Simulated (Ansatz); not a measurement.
CoSn$_{3}$:
```
CoSn3
1.0
    8.37536    -3.10030     0.00000
    8.37536     3.10030     0.00000
    0.00000     0.00000     6.21343
Co Sn
4 12
Direct
  0.42030   0.42030   0.00000
  0.57970   0.57970   0.00000
  0.07970   0.07970   0.50000
  0.92030   0.92030   0.50000
  0.83643   0.16357   0.16321
  0.16357   0.83643   0.83679
  0.66357   0.33643   0.66321
  0.33643   0.66357   0.33679
  0.01740   0.65244   0.18163
  0.98260   0.34756   0.81837
  0.48260   0.84756   0.68163
  0.51740   0.15244   0.31837
  0.65244   0.01740   0.81837
  0.34756   0.98260   0.18163
  0.84756   0.48260   0.31837
  0.15244   0.51740   0.68163
```

Relaxed with PBEsol. Special points in fractions of this cell's reciprocal vectors: Γ (0.000, 0.000, 0.000); Y (0.500, 0.500, 0.000); F0 (0.284, 0.716, 0.000); Δ0 (-0.284, 0.284, 0.000); Z (0.000, 0.000, 0.500); B0 (-0.284, 0.284, 0.500); G0 (0.284, 0.716, 0.500); T (0.500, 0.500, 0.500); S (0.000, 0.500, 0.000); R (0.000, 0.500, 0.500).

Q: List the band energies nearest the Fermi level at these points for the program Ansatz at the PBEsol level (PAW).

A: In eV from the Fermi level; about four levels below and three above (degenerate sets whole), none deeper than 8.9 eV; points with the same levels are listed once.

```tsv
k	below	above
Γ	-0.35 -0.35 -0.23 -0.21	0.10 0.15 0.65
Y	-0.86 -0.85 -0.85 -0.74 -0.38	0.05 0.10 0.12
F0	-0.44 -0.39 -0.07 -0.05	0.19 0.69 0.77
Z	-0.59 -0.59 -0.25 -0.25	0.12 0.12 0.21 0.21
B0	-0.24 -0.24 -0.06 -0.06	0.97 0.97 1.18 1.18
T	-0.49 -0.49 -0.32 -0.32	0.01 0.01 2.21 2.21
S	-0.46 -0.46 -0.39 -0.39	0.26 0.26 1.02 1.02
R	-0.29 -0.29 -0.13 -0.13	0.77 0.77 1.18 1.18
```

Space group Cmce. The first step of the workflow began from a Materials Project structure, measured or hypothetical; the Crystallography Open Database copy checked does not list it. Its standing as an ambient phase is unchecked. Symmetry was held in the PBEsol relaxation; its stability against distortions is not shown here. The run is not spin-polarised. Spin–orbit coupling is left out wherever it is not named.

Potentials: the later of the program's two PAW sets.
